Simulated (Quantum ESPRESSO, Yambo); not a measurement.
**G0W0 results for SiO₂**

```
SiO2
1.0
    4.99265     0.00000     0.00000
    0.00000     4.99265     0.00000
    0.00000     0.00000     6.93393
O Si
8 4
Direct
  0.89357   0.76139   0.32011
  0.73861   0.39357   0.57011
  0.10643   0.23861   0.82011
  0.26139   0.60643   0.07011
  0.39357   0.73861   0.42989
  0.23861   0.10643   0.17989
  0.60643   0.26139   0.92989
  0.76139   0.89357   0.67989
  0.69866   0.69866   0.50000
  0.80134   0.19866   0.75000
  0.30134   0.30134   0.00000
  0.19866   0.80134   0.25000
```

The geometry is that of Materials Project entry mp-6945, symmetrised and not relaxed again.

Starting point: norm-conserving LDA (Quantum ESPRESSO, 84 Ry, no spin-orbit coupling). G0W0 in Yambo: 2×2×2 Γ-centred k mesh, 320 bands and a 8 Ry block in the screening, 320 bands in G with the Bruneval-Gonze terminator, plasmon pole fitted at 27.2 eV.

```json
{
  "LDA gap along the band path": "5.52 eV",
  "LDA gap between the mesh's edge points (Γ → Γ)": "5.52 eV",
  "G0W0 gap between the same points": "8.70 eV"
}
```

```csv
k point,band,E LDA (eV),E QP (eV),shift (eV),Z
Γ,VB,0.00,-1.84,-1.84,0.82
Γ,CB,5.52,6.86,1.34,0.88
Z,VB,-0.40,-2.29,-1.90,0.82
Z,CB,6.76,8.23,1.47,0.87
X,VB,-0.49,-2.39,-1.90,0.82
X,CB,7.54,9.10,1.56,0.87
R,VB,-0.17,-2.03,-1.86,0.82
R,CB,7.90,9.60,1.70,0.86
M,VB,-0.55,-2.44,-1.89,0.82
M,CB,8.48,10.11,1.63,0.87
A,VB,-0.63,-2.53,-1.91,0.82
A,CB,8.98,10.64,1.66,0.87
```

Energies count from the LDA valence-band maximum.

Nearest settings tried, and what they do to the gap: 204 bands in G: -0 meV; 204 bands in W, 204 bands in G: -1 meV; 7 Ry block (363 vectors against 463): -56 meV; 2×2×1 mesh: -30 meV. So the settings aren't converged at that level. The k mesh is coarse.

This is not the ordinary phase of the substance.
